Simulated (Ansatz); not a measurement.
ZnAg:
```cif
data_AgZn
_chemical_formula_sum 'Zn1 Ag1'
_space_group_name_H-M_alt 'P-6m2'
_space_group_IT_number 187
_space_group_name_Hall 'P -6 2'
_cell_length_a 2.86953
_cell_length_b 2.86953
_cell_length_c 4.41524
_cell_angle_alpha 90.000
_cell_angle_beta 90.000
_cell_angle_gamma 120.000
loop_
_atom_site_label
_atom_site_type_symbol
_atom_site_symmetry_multiplicity
_atom_site_Wyckoff_symbol
_atom_site_fract_x
_atom_site_fract_y
_atom_site_fract_z
_atom_site_occupancy
Zn1 Zn 1 a 0.00000 0.00000 0.00000 1
Ag1 Ag 1 d 0.33333 0.66667 0.50000 1
```

Relaxed at zero pressure with r²SCAN in the plane-wave PAW code Ansatz.

Q: The volume is lowered by 6 % and shape and atoms relax at that volume. What pressure results, and how do the axes share the change?

A: 7.4 GPa; a -2.2 %, b -2.2 %, c -1.6 %; the energy rises by 21 meV/atom.

Q: Give the new structure.

A: 
Space group P-6m2 (No. 187); a = b = 2.8050 Å, c = 4.3434 Å, α = β = 90.00°, γ = 120.00°

```json
[
 {"atom": "Zn", "site": "1a", "symmetry": "-6m2", "x": "0.0000", "y": "0.0000", "z": "0.0000"},
 {"atom": "Ag", "site": "1d", "symmetry": "-6m2", "x": "0.3333", "y": "0.6667", "z": "0.5000"}
]
```

The phase is kept; no other phase was compared at this pressure.

The first step of the workflow began from a Materials Project structure, measured or hypothetical; the Crystallography Open Database copy checked does not list it. COD files the formula under space group No. 221. With Zn and Ag taken as one species the cell has the higher symmetry P6_3/mmc, so it may be an ordered model of a mixed-site phase. Its standing as an ambient phase is unchecked. The cell was relaxed with r²SCAN under the symmetry of its start; whether a distortion lowers the energy is not shown. No spin polarisation was allowed. Axis ratios of metals converge slowly with the k-mesh, so a and c are less sure than the volume.

Potentials: the later of the program's two PAW sets.
